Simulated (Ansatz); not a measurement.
**GaIr (Pm-3m), two-dimensional strain map**

Computed with Ansatz 0.2.0, DFT r2SCAN, scalar-relativistic, plane waves, PAW. Settings: plane waves to 500 eV, k-mesh 16×16×16 (Γ-centred), Gaussian smearing 0.15 eV. Spin–orbit coupling is left out, which can shift energies with elements as heavy as these. No spin polarisation. Energies are free energies at this smearing, counted from the undisturbed cell; pressure is positive in compression.

The starting cell (as given, not relaxed at this level; it stands at 5.7 GPa, and it needn't be the usual structure):

```
Ga Ir
1.0
     3.00400    0.00000    0.00000
     0.00000    3.00400    0.00000
     0.00000    0.00000    3.00400
Ga Ir
1 1
Direct
  0.00000 0.00000 0.00000
  0.50000 0.50000 0.50000
```

The cell is strained by p along both x and y and by q along z, fractional coordinates fixed. Points are written (p, q).

p was sampled at -0.080, -0.040, 0.000, 0.040, 0.080 and q at -0.080, -0.040, 0.000, 0.040, 0.080.

Task: Where on the computed points is the energy highest, and how high?

Result: At (-0.080, -0.080): 1014.0 meV/atom.

Task: Away from (0, 0), which computed point is lowest?

Result: (0.000, 0.040): -1.9 meV/atom.

The map, in meV/atom:

```csv
p \ q,-0.080,-0.040,0.000,0.040,0.080
-0.080,1014.0,694.3,457.0,287.9,176.1
-0.040,450.6,248.7,122.0,46.3,11.8
0.000,168.0,47.4,0.0,-1.9,26.2
0.040,87.2,26.7,31.9,82.5,159.4
0.080,147.6,132.3,176.0,259.3,368.7
```